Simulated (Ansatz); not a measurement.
# Os: from a starting cell to a relaxed one

The start is a relaxed Os cell with every coordinate shifted by Gaussian noise of σ = 0.45 Å. The structure is fully relaxed (lattice and positions, P = 0) with r2SCAN (plane waves to 500 eV, PAW, scalar-relativistic; Ansatz, a program for electronic structure). The first steps use a coarse 14×14×8 k-mesh.

Initial structure:
```yaml
crystal:
  lattice:
    - [2.73835, 0.00000, 0.00000]
    - [-1.36917, 2.37148, 0.00000]
    - [0.00000, 0.00000, 4.31593]
  atoms:
    - { symbol: Os, position: [0.59936, 0.78579, 0.76804] }
    - { symbol: Os, position: [0.70478, 0.31584, 0.22625] }
```

What pressure does the first self-consistent step give?

+22.5 GPa (positive: the cell is compressed).

What is the largest force in the starting geometry, and on which atom (counted from 1)?

5.02 eV/Å, on Os1, Os2 (atoms numbered as listed).

By how much does the energy per atom fall from start to end?

0.82 eV/atom.

Does it find its way back to the structure it was made from?

It relaxes back to the parent, P6₃/mmc (No. 194).

How do the shortest distances between atoms change?

The closest pairs of elements (up to four, under 3.6 Å), start → end: Os–Os 2.38 → 2.68 Å.

Is the relaxed structure metallic? Give its gap.

No gap (metallic).

Final structure:

Space group P6₃/mmc (No. 194); a = 2.738 Å, b = 2.738 Å, c = 4.316 Å, α = 90.00°, β = 90.00°, γ = 120.00°

```tsv
atom	site	symmetry	x	y	z
Os	2c	-6m2	0.3333	0.6667	0.2500
```

Final values are on a 19×19×11 k-mesh of the relaxed cell. No spin polarisation in the result.

The run could not lose the symmetry of its start.
